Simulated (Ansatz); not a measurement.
Input and output of a single-point calculation on SnTeS4 in the borrowed NaHoF4 type (No. 123) (the plane-wave code Ansatz, r2SCAN+rVV10). Cell and atoms come from a relaxation with r2SCAN+rVV10.

input.yaml:
```yaml
crystal:
  lattice:
    - [4.715465489, 0.0, 0.0]
    - [0.0, 4.715465489, 0.0]
    - [0.0, 0.0, 6.0543390979]
  atoms:
    - { symbol: Sn, position: [0.0, 0.0, 0.0] }
    - { symbol: Te, position: [0.5, 0.5, 0.5] }
    - { symbol: S, position: [0.5, 0.0, 0.7545375405] }
    - { symbol: S, position: [0.0, 0.5, 0.2454624595] }
    - { symbol: S, position: [0.5, 0.0, 0.2454624595] }
    - { symbol: S, position: [0.0, 0.5, 0.7545375405] }
kpoints:
  mp_grid: { grid: [6, 6, 6] }
  band_path:
    path:
      - [0.0, 0.0, 0.0]
      - [0.0, 0.5, 0.0]
      - [0.5, 0.5, 0.0]
      - [0.0, 0.0, 0.5]
      - [0.0, 0.5, 0.5]
      - [0.5, 0.5, 0.5]
    npoints: 1
hamiltonian:
  xc: r2scan
  dispersion: rvv10
scf:
  occupations: { method: fermi_dirac, width: 0.03 }
  n_extra_bands: 5
output:
  forces: true
  stress: true
  eigenvalues: true
  write_density: true
  write_potential: true
  elf: true
  volumetric_format: npy
```

Run as `ansatz run input.yaml --threads 2 --pin off --max-ram 2211MiB --backend cpu --events-out ev --progress --plain --runs-dir out`. It took 23 s on 2 threads of Arm Neoverse V2 (shared host), load about 0.9 per core; peak host memory 0.86 GiB.

What the program printed (shortened):
```
scf.n_extra_bands = 5 over 27 filled bands (N_el = 54.0): the run solves 32 bands
Pseudopotential: Sn, paw, valence charge 14, recommended cutoff 500 eV (meta_gga)
Pseudopotential: Te, paw, valence charge 16, recommended cutoff 500 eV (meta_gga)
Pseudopotential: S, paw, valence charge 6, recommended cutoff 500 eV (meta_gga)
Functional definition: r2SCAN+rVV10
Crystal: 6 atoms, lattice volume = 134.622 Å³
Basis set: ecut = 500 eV, 3407 PW (Γ)
Symmetry: 16 space group operations
Space group: P4/mmm (ITA 123)
k-points: 40 of 216
rVV10 density: all electrons in the spheres
preconditioner: auto → LDOS  [metal: Δε(μ)=0.061 eV  σ=0.030 eV  ℏωp=18.7 eV  β→1.0]
NSCF: frozen V_eff on 6 k-points
Free energy (F): -16648.839379 eV
Internal energy: -16648.830089 eV  (E = F + TS)
E sigma→0 (E₀):  -16648.834734 eV
Entropy (-TS):   -0.009290 eV (-1.548 meV/atom)
Fermi energy:    7.947026 eV
--- Per-component energies (eV) ---
  E_band       = -396.858620
  E_kinetic    = 787.483185
  E_local      = -2801.410909
  E_nonlocal   = -228.773513
  E_hartree    = 1589.251565
  E_xc         = -846.721434
  E_vxc        = -588.158536
  E_paw        = -11283.760433
  E_vpaw       = -775.497644
  E_vtau       = 30.994027
  E_ewald      = -3865.479680
  E_core_change = 0.581108
  E_smearing   = -0.009290
--- Forces (eV/Å), atoms counted from 1 ---
  atom   1  Sn      0.00000      0.00000      0.00000
  atom   2  Te      0.00000      0.00000      0.00000
  atom   3  S       0.00000      0.00000    -0.07646
  atom   4  S       0.00000      0.00000      0.07646
  atom   5  S       0.00000      0.00000      0.07646
  atom   6  S       0.00000      0.00000    -0.07646
--- Stress (GPa, compression-positive) ---
        0.257892       0.000000       0.000000
        0.000000       0.257892       0.000000
        0.000000       0.000000      -0.167993
  P = ⅓ Tr σ = 0.1159 GPa (1.159 kbar)
```

Levels at the listed points, from bands.tsv (eV from the Fermi energy, bands near the gap, counted from 0):
```tsv
# k_distance	band_22	band_23	band_24	band_25	band_26	band_27	band_28	band_29	band_30
# fermi_ev = 7.947026
# [0, 0, 0] at k_distance = 0.000000
# [0, 0.5, 0] at k_distance = 0.666232
# [0.5, 0.5, 0] at k_distance = 1.332463
# [0, 0, 0.5] at k_distance = 2.408096
# [0, 0.5, 0.5] at k_distance = 3.074328
# [0.5, 0.5, 0.5] at k_distance = 3.740560
# levels_relative_to = fermi_ev
0.000	-3.010	-2.306	-2.109	-0.502	-0.502	0.872	0.917	1.051	1.051
0.666	-2.300	-1.988	-1.353	0.210	0.331	0.509	1.459	1.663	2.734
1.332	-0.799	-0.662	-0.108	-0.025	0.518	0.518	1.040	1.040	3.262
2.408	-1.830	-1.522	-1.522	-1.455	-1.455	-1.371	-0.617	1.969	2.396
3.074	-2.881	-2.661	-2.584	-2.553	-0.272	1.413	1.981	2.216	2.524
3.741	-1.392	-0.720	-0.521	-0.512	-0.370	0.897	1.862	2.033	2.033
```
In order the rows are Γ, X, M, Z, R, A.

Planar averages along the third cell vector, from rho_z.tsv and v_z.tsv (valence density with its augmentation; electrostatic potential energy of an electron, of which only differences have a meaning):
```
z (Å)  ρ (e/Å³)  v_es (eV)
 0.00     0.621       9.16
 0.24     0.516       8.56
 0.36     0.426       7.96
 0.61     0.308       6.66
 0.73     0.299       5.89
 0.97     0.337       4.04
 1.09     0.356       3.27
 1.33     0.367       2.50
 1.57     0.367       2.45
 1.70     0.368       2.62
 1.94     0.352       3.67
 2.06     0.330       4.50
 2.30     0.291       6.09
 2.54     0.372       7.37
 2.66     0.471       8.13
 2.91     0.664       9.46
 3.03     0.696       9.67
 3.27     0.580       8.88
 3.39     0.471       8.13
 3.63     0.309       6.72
 3.87     0.304       5.35
 4.00     0.330       4.50
 4.24     0.365       3.01
 4.36     0.368       2.62
 4.60     0.366       2.42
 4.84     0.366       2.76
 4.96     0.356       3.27
 5.21     0.313       4.98
 5.33     0.299       5.89
 5.57     0.351       7.31
 5.69     0.426       7.96
 5.93     0.592       9.00
```

With r2SCAN+rVV10 the bands overlap by 1.89 eV (counted from 1, band 27 peaks at M and band 28 bottoms out at Z): no gap. Edges are sought over the mesh and the listed points. At this geometry r2SCAN+rVV10 finds +0.12 GPa, compression counted positive: its own equilibrium volume is larger. The largest force is 0.08 eV/Å.

Values at 0 K without nuclear motion; spin polarisation is off, and the phase may be a hypothetical one.

Spin-orbit coupling is left out, which matters wherever the heavy atoms make up the band edges.
